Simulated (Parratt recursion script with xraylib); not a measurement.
**X-ray reflectivity of ZrB2 on SrTiO3 at several surface roughnesses**

```
layer, from the top  thickness (Å)  density (g/cm³)  rms roughness of its top face (Å)  δ (10⁻⁶)  β (10⁻⁶)
-------------------  -------------  ---------------  ---------------------------------  --------  --------
ZrB2                           400            5.889                             varied     10.73    0.3498
SrTiO3 (substrate)               –            5.086                                1.8     9.635    0.3031
```

The refractive index is n = 1 − δ + iβ. Vacuum lies above.

Densities are inputs, not measurements. They were set from computed cells of the Materials Project: ZrB2 from entry mp-1472 (P6/mmm, 6.071 g/cm³, taken at 97 %); SrTiO3 from entry mp-5229 (Pm-3m, 5.086 g/cm³). A layer's crystal structure does not enter its constants, only its composition and density.

Method: specular X-ray reflectivity, Parratt recursion, Névot-Croce roughness, xraylib tables (Parratt recursion script with xraylib 4.3.0).

Photon energy 10 keV (λ = 1.2398 Å), s polarisation. The grazing angle θ is scanned from 0.05° to 2.41° in 900 evenly spaced points, and the curve is smoothed with a Gaussian of 0.004° full width. A maximum is a scan point above both neighbours; its place and height come from a parabola through R at the three points.

The table follows two fringe maxima, those next to orders 9.5 and 21.5 of m = (2d/λ)(sin²θ − 2δ)^½, through runs that differ in the roughness σ₁ of the film surface alone.

| σ₁ (Å) | θ of the first (°) | R there | θ of the second (°) | R there |
|---|---|---|---|---|
| 0 | 0.879 | 6.73 × 10⁻⁴ | 1.925 | 2.69 × 10⁻⁵ |
| 4 | 0.879 | ? | 1.925 | ? |
| 6.4 | 0.879 | 2.88 × 10⁻⁴ | 1.926 | 7.13 × 10⁻⁷ |
| 10 | 0.880 | 9.26 × 10⁻⁵ | 1.920 | 1.67 × 10⁻⁷ |

### Question
Estimate the two heights for σ₁ = 4 Å.

### Answer
At a maximum the amplitudes from the film's two faces add: R ≈ (|r₁|g₁ + |r₂|g₂A)². Here q₀ = 4π sin θ/λ, qⱼ = (q₀² − 32π²δⱼ/λ²)^½ (1 film, 2 substrate), |r₁| = |q₀² − q₁²|/(q₀ + q₁)², |r₂| = |q₁² − q₂²|/(q₁ + q₂)² with the numerators taken from the constants, g₁ = exp(−q₀q₁σ₁²/2), g₂ = exp(−q₁q₂σ₂²/2), and A = exp(−16π²β₁d/(λ²q₁)) for absorption in the film.

Check on a shown row, σ₁ = 0 Å, second maximum: q₀ = 0.3405, q₁ = 0.3372, q₂ = 0.3376 Å⁻¹; |r₁| = 0.00480, |r₂| = 4.94 × 10⁻⁴; g₁ = 1.00, g₂ = 0.832, A = 0.958; R ≈ 2.70 × 10⁻⁵ against 2.69 × 10⁻⁵ in the table.

- σ₁ = 4 Å, first maximum: q₀ = 0.1555, q₁ = 0.1482, q₂ = 0.1490 Å⁻¹; |r₁| = 0.0239, |r₂| = 0.00255; g₁ = 0.832, g₂ = 0.965, A = 0.908; R ≈ 4.89 × 10⁻⁴.
- σ₁ = 4 Å, second maximum: q₀ = 0.3405, q₁ = 0.3372, q₂ = 0.3376 Å⁻¹; |r₁| = 0.00480, |r₂| = 4.94 × 10⁻⁴; g₁ = 0.399, g₂ = 0.832, A = 0.958; R ≈ 5.33 × 10⁻⁶.

The run gave 4.81 × 10⁻⁴ and 5.29 × 10⁻⁶; the estimates are 1.02 and 1.01 times these.
